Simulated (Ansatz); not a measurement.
Input file for Ansatz (an electronic-structure program):

Ansatz 0.2 input:
```yaml
crystal:
  lattice:
    - [4.7047152234, 0.0, 0.0]
    - [0.0, 4.7047152234, 0.0]
    - [0.0, 0.0, 4.7047152234]
  atoms:
    - { symbol: Ru, position: [0.129425815, 0.129425815, 0.129425815] }
    - { symbol: Ru, position: [0.629425815, 0.370574185, 0.870574185] }
    - { symbol: Ru, position: [0.870574185, 0.629425815, 0.370574185] }
    - { symbol: Ru, position: [0.370574185, 0.870574185, 0.629425815] }
    - { symbol: Si, position: [0.8375799663, 0.8375799663, 0.8375799663] }
    - { symbol: Si, position: [0.3375799663, 0.6624200337, 0.1624200337] }
    - { symbol: Si, position: [0.1624200337, 0.3375799663, 0.6624200337] }
    - { symbol: Si, position: [0.6624200337, 0.1624200337, 0.3375799663] }
kpoints:
  mp_grid: { grid: [5, 5, 5] }
  band_path:
    path:
      - [[0.0, 0.0, 0.0], [0.0, 0.5, 0.0], [0.5, 0.5, 0.0], [0.0, 0.0, 0.0], [0.5, 0.5, 0.5], [0.0, 0.5, 0.0]]  # Γ-X-M-Γ-R-X
      - [[0.5, 0.5, 0.5], [0.5, 0.5, 0.0], [0.5, 0.0, 0.0]]  # R-M-X_1
      - [VBM, CBM]
    npoints: 10
hamiltonian:
  xc: r2scan
  pseudopotentials: { kind: paw }
magnetization: { noncollinear: true, spin_orbit: true }
scf:
  n_extra_bands: 16
  convergence: { dr2_threshold: 0.0000000001 }
  occupations: { method: gaussian, width: 0.01 }
checkpoint: { write: soc.run }
output: { eigenvalues: true }
```

Output (shortened):

```
Pseudopotential: Ru, paw_fr, valence charge 16
Pseudopotential: Si, paw_fr, valence charge 4
Functional definition: r2SCAN
non-collinear run that drives no moment, with spin-orbit …
Crystal: 8 atoms, lattice volume = 104.136 Å³
Basis set: ecut = 500 eV, 2601 PW (Γ), exchange–correlation on 144×144×144 points (64 copies of the dense FFT grid, shifted against one another)
Bands: 96, of which v1, the nominal top of the filled ones, is band 80 counted from 1 (79 counted from 0)
Symmetry: 12 space group operations + 12 with time reversal
k-points: 11 of 125 (time reversal used)
Projection manifold: j_resolved (fully-relativistic pseudo-atomic orbitals)
SCF iter   1: F=—  HF=-26100.167816 eV  |F-HF|=—  |Δ(HF+E_count)|=         —  Δρ=1.13e-1  dr2=1.42e1  dr2_τ=1.46e-1  dr2_m=0.00e0 (ungated)  ethr=3.10e-3  |M|=0.00e0 ∫|m|=0.00e0 μB  |m|>n=0.0e0 m-floor=0.0e0 τ_xc=0.0e0  β_m=0.30  ⟨swp⟩=6.2  Hψ=4700  notcnv=0  defer=7
preconditioner: auto → Resta (q_TF=auto, 2.611 Å⁻¹)
spin=Noncollinear: Resta preconditioning applied to the charge; magnetization (m_x, m_y, m_z) channels mix plain (no charge-response kernel on spin).
SCF iter   2: F=—  HF=-26098.026399 eV  |F-HF|=—  |Δ(HF+E_count)|=    2.14e0  Δρ=6.21e-2  dr2=3.49e0  dr2_τ=3.87e-2  dr2_m=0.00e0 (ungated)  ethr=3.10e-3  |M|=0.00e0 ∫|m|=0.00e0 μB  |m|>n=0.0e0 m-floor=0.0e0 τ_xc=0.0e0  β_m=0.44  ⟨swp⟩=2.9  Hψ=2121  notcnv=0  defer=112
SCF iter   3: F=—  HF=-26097.629396 eV  |F-HF|=—  |Δ(HF+E_count)|=   3.97e-1  Δρ=2.15e-2  dr2=3.56e-1  dr2_τ=2.58e-3  dr2_m=0.00e0 (ungated)  ethr=3.10e-3  |M|=0.00e0 ∫|m|=0.00e0 μB  |m|>n=0.0e0 m-floor=0.0e0 τ_xc=0.0e0  β_m=0.72  ⟨swp⟩=2.0  Hψ=1498  notcnv=0  defer=112
SCF iter   4: F=—  HF=-26097.646022 eV  |F-HF|=—  |Δ(HF+E_count)|=   1.66e-2  Δρ=4.39e-3  dr2=1.84e-2  dr2_τ=5.35e-4  dr2_m=0.00e0 (ungated)  ethr=4.46e-4  |M|=0.00e0 ∫|m|=0.00e0 μB  |m|>n=0.0e0 m-floor=0.0e0 τ_xc=0.0e0  β_m=0.77  ⟨swp⟩=2.4  Hψ=1831  notcnv=0  defer=112
SCF iter   5: F=—  HF=-26097.646699 eV  |F-HF|=—  |Δ(HF+E_count)|=   6.78e-4  Δρ=7.95e-4  dr2=4.38e-4  dr2_τ=4.95e-6  dr2_m=0.00e0 (ungated)  ethr=2.30e-5  |M|=0.00e0 ∫|m|=0.00e0 μB  |m|>n=0.0e0 m-floor=0.0e0 τ_xc=0.0e0  β_m=0.88  ⟨swp⟩=2.1  Hψ=1816  notcnv=0  defer=112
SCF iter   6: F=—  HF=-26097.647632 eV  |F-HF|=—  |Δ(HF+E_count)|=   9.33e-4  Δρ=2.55e-4  dr2=6.18e-5  dr2_τ=8.10e-7  dr2_m=0.00e0 (ungated)  ethr=5.48e-7  |M|=0.00e0 ∫|m|=0.00e0 μB  |m|>n=0.0e0 m-floor=0.0e0 τ_xc=0.0e0  β_m=0.94  ⟨swp⟩=2.0  Hψ=1662  notcnv=0  defer=112
SCF iter   7: F=—  HF=-26097.647739 eV  |F-HF|=—  |Δ(HF+E_count)|=   1.07e-4  Δρ=8.52e-5  dr2=1.02e-5  dr2_τ=1.08e-7  dr2_m=0.00e0 (ungated)  ethr=7.73e-8  |M|=0.00e0 ∫|m|=0.00e0 μB  |m|>n=0.0e0 m-floor=0.0e0 τ_xc=0.0e0  β_m=0.97  ⟨swp⟩=2.0  Hψ=1472  notcnv=0  defer=112
SCF iter   8: F=—  HF=-26097.647736 eV  |F-HF|=—  |Δ(HF+E_count)|=   3.21e-6  Δρ=1.08e-5  dr2=9.20e-8  dr2_τ=3.07e-9  dr2_m=0.00e0 (ungated)  ethr=1.27e-8  |M|=0.00e0 ∫|m|=0.00e0 μB  |m|>n=0.0e0 m-floor=0.0e0 τ_xc=0.0e0  β_m=0.99  ⟨swp⟩=2.0  Hψ=1472  notcnv=0  defer=112
SCF iter  11: F=-26097.647872 eV  HF=-26097.647872 eV  |F-HF|=1.46e-11  |Δ(HF+E_count)|=  7.20e-10  Δρ=2.30e-7  dr2=3.28e-11  dr2_τ=1.27e-12  dr2_m=0.00e0 (ungated)  ethr=1.00e-12  |M|=0.00e0 ∫|m|=0.00e0 μB  |m|>n=0.0e0 m-floor=0.0e0 τ_xc=0.0e0  ⟨swp⟩=11.3  Hψ=3885  notcnv=0
SCF 1 converged in 11 iterations: F = -26097.647872 eV  dr2 = 3.28e-11
NSCF: frozen V_eff on 24 k-points
NSCF: frozen V_eff on 24 k-points
NSCF: frozen V_eff on 24 k-points
NSCF: frozen V_eff on 24 k-points
NSCF: frozen V_eff on 10 k-points
NSCF: frozen V_eff on 24 k-points
NSCF: frozen V_eff on 4 k-points
NSCF: frozen V_eff on 16 k-points
NSCF: frozen V_eff on 12 k-points
NSCF: frozen V_eff on 24 k-points
NSCF: frozen V_eff on 4 k-points
NSCF: frozen V_eff on 16 k-points
NSCF: frozen V_eff on 17 k-points
NSCF: frozen V_eff on 5 k-points
NSCF: frozen V_eff on 17 k-points
NSCF: frozen V_eff on 5 k-points
NSCF: frozen V_eff on 83 k-points
SCF converged after 11 iterations
Magnetization: |M| = 0.0000 μB,  M = (+0.0000, +0.0000, +0.0000) μB
Absolute magnetization: 0.0000 μB (∫|m|)
  site 0: m = (+0.0000, +0.0000, +0.0000) μB, |m| = 0.0000 μB  (R = 0.98 Å)
  site 1: m = (+0.0000, +0.0000, +0.0000) μB, |m| = 0.0000 μB  (R = 0.98 Å)
  site 2: m = (+0.0000, +0.0000, +0.0000) μB, |m| = 0.0000 μB  (R = 0.98 Å)
  site 3: m = (+0.0000, +0.0000, +0.0000) μB, |m| = 0.0000 μB  (R = 0.98 Å)
  site 4: m = (+0.0000, +0.0000, +0.0000) μB, |m| = 0.0000 μB  (R = 0.98 Å)
  site 5: m = (+0.0000, +0.0000, +0.0000) μB, |m| = 0.0000 μB  (R = 0.98 Å)
  site 6: m = (+0.0000, +0.0000, +0.0000) μB, |m| = 0.0000 μB  (R = 0.98 Å)
  site 7: m = (+0.0000, +0.0000, +0.0000) μB, |m| = 0.0000 μB  (R = 0.98 Å)
Free energy (F): -26097.647872 eV
Harris-Foulkes:  -26097.647872 eV  (|F-HF|=1.46e-11)
Internal energy: -26097.647872 eV  (E = F + TS)
E sigma→0 (E₀):  -26097.647872 eV
Fermi energy:    18.308049 eV
--- Per-component energies (eV) ---
  E_band       = -422.476108
  E_kinetic    = 2244.153687
  E_local      = -6990.454860  (includes V_loc(G=0)·N_el)
  E_nonlocal   = 1467.335952
  E_hartree    = 2491.043091
  E_xc         = -953.478236
  E_vxc        = -1284.215032  (∫ρ·V_xc dr)
  E_paw        = -15967.633123  (= ΣΔE_a)
  E_vpaw       = -926.317170  (= ΣTr[D̂ρ^β])
  E_aug_tail   = 0.000319  (compensation charges beyond the density's cutoff)
  E_vtau       = 84.934988  (kinetic-family band-sum trace: ∫τ·v_τ [+ j·A + Jᵃ·Aᵃ] dr)
  E_ewald      = -8387.065333
  E_core_change = -1.549369  (= ΣΔE_core)
  E_smearing   =  0.000000  (= −TS)
  E_closure    = 0.000000  (closes the sum)
  Σ components = -26097.647872   (vs F -26097.647872, Δ=0.00e0)
  [band-id]    e_kinetic+e_local+e_nonlocal+2·e_hartree+e_vxc+e_vpaw+e_augmentation_tail+e_vtau = -422.475934   (vs E_band -422.476108, Δ=1.74e-4)
--- Band table (eV; the first three rows and the last of 11) ---
  k-point 0: bands = ["-56.7152", "-56.7152", "-56.6596", "-56.6596", "-56.6596", "-56.6596", "-56.6595", "-56.6595", "-28.3051", "-28.3051", "-28.3051", "-28.3051", "-28.2946", "-28.2946", "-28.1620", "-28.1620", "-25.0936", "-25.0936", "-25.0618", …
  k-point 1: bands = ["-56.7112", "-56.7112", "-56.6707", "-56.6707", "-56.6583", "-56.6583", "-56.6537", "-56.6537", "-28.3203", "-28.3125", "-28.3081", "-28.3018", "-28.2768", "-28.2711", "-28.1727", "-28.1725", "-25.1180", "-25.0796", "-25.0766", …
  k-point 2: bands = ["-56.7002", "-56.7002", "-56.6854", "-56.6854", "-56.6553", "-56.6553", "-56.6529", "-56.6529", "-28.3227", "-28.3165", "-28.3137", "-28.3083", "-28.2395", "-28.2367", "-28.2014", "-28.2004", "-25.1224", "-25.1066", "-25.0642", …
  k-point 10: bands = ["-56.6823", "-56.6823", "-56.6791", "-56.6791", "-56.6673", "-56.6673", "-56.6651", "-56.6651", "-28.2908", "-28.2887", "-28.2851", "-28.2802", "-28.2598", "-28.2521", "-28.2493", "-28.2451", "-25.1457", "-25.1445", "-25.0408", …
```

Cost: about 12 core-minutes (a rough figure) on shared cores.

Space group P2_13. Symmetry was held in the r²SCAN relaxation. The run is not spin-polarised.

Potentials: the later of the program's two PAW sets.

Ansatz is a plane-wave DFT program.
